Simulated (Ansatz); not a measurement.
Method: Ansatz 0.2.0, DFT PBE, scalar-relativistic, plane waves, PAW.

Plane waves to 420 eV, a k mesh through Γ of 6×6×6 on the computed 8-atom cell and Gaussian smearing (0.02 eV); no spin polarisation.

```
CELL_PARAMETERS angstrom
-3.53242 3.53242 7.47553
3.53242 -3.53242 7.47553
3.53242 3.53242 -7.47553
ATOMIC_POSITIONS crystal
Sc 0.84877 0.84877 0.47161
Sc 0.62283 0.15123 0.00000
Sc 0.37717 0.37717 0.52839
Sc 0.15123 0.62283 0.00000
Ge 0.50000 0.50000 0.00000
Sb 0.25000 0.75000 0.50000
Sb 0.75000 0.25000 0.50000
Te 0.00000 0.00000 0.00000
```

**Question.** Is this geometry at equilibrium? Which atom feels the largest force?

**Answer.** It isn't. Atom 1 (Sc) feels (-0.18, -0.18, 0.53) eV/Å, 0.590 eV/Å in size, and symmetry-related atoms feel the same size.

**Question.** Give all forces and the stress.

**Answer.**
| atom | Fx | Fy | Fz |
| --- | --- | --- | --- |
| Sc1 | -0.180 | -0.180 | 0.532 |
| Sc2 | 0.180 | -0.180 | -0.532 |
| Sc3 | 0.180 | 0.180 | 0.532 |
| Sc4 | -0.180 | 0.180 | -0.532 |
| Ge5 | 0.000 | 0.000 | 0.000 |
| Sb6 | 0.000 | 0.000 | 0.000 |
| Sb7 | 0.000 | 0.000 | 0.000 |
| Te8 | 0.000 | 0.000 | 0.000 |
Stress (GPa, compression positive):
```
-6.55  0.00  0.00
 0.00 -6.55  0.00
 0.00  0.00 -7.99
```

Cost: 1 run of about 2.4 core-minutes, on Intel Xeon Processor @ 2.50GHz (Skylake/Cascade Lake) (shared hosts).